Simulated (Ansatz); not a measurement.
This cell of HfN (rock salt) is off equilibrium:

```
CELL_PARAMETERS angstrom
      0.00000     4.54789     4.54789
      2.27394     0.00000     2.27394
      2.27394     2.27394     0.00000
ATOMIC_POSITIONS crystal
  N  0.00000 0.00000 0.00000
  N  0.50000 0.00000 0.00000
  Hf 0.27492 0.54984 0.55589
  Hf 0.75000 0.50000 0.50000
```

Calculation: PBE (plane waves to 420 eV, PAW, scalar-relativistic; Ansatz, an electronic-structure program). k mesh 7×14×14 (Γ-centred), Fermi-Dirac smearing 0.05 eV. E stands for the smeared free energy. Stress and pressure are positive under compression. With partly filled bands, energies and forces of such displacements shift with the k mesh and the smearing. HfN is run without spin polarisation. HfN was relaxed with its symmetry unable to fall. Spin-orbit coupling is left out, though Hf is heavy.

Question: What forces act on the atoms (eV/Å, Cartesian)?

Answer: 
```tsv
atom	Fx	Fy	Fz
N1	1.337	0.848	0.832
N2	0.896	1.747	1.560
Hf3	-1.751	-2.837	-2.633
Hf4	-0.482	0.242	0.241
```

Question: What is the stress tensor (GPa)?

Answer: 
```
    7.4     -2.5     -2.4
   -2.5     13.0      2.2
   -2.4      2.2     11.8
```
The pressure, a third of the trace, is 10.7 GPa.

Question: In it atom 3 sits (0.240, 0.240, 0.227) Å away from its relaxed site. What is its energy relative to the relaxed cell?

Answer: 839 meV/cell.

(For displaced atoms, the force is minus the slope of the energy, and its curvature is a force constant, which sets phonon frequencies.)
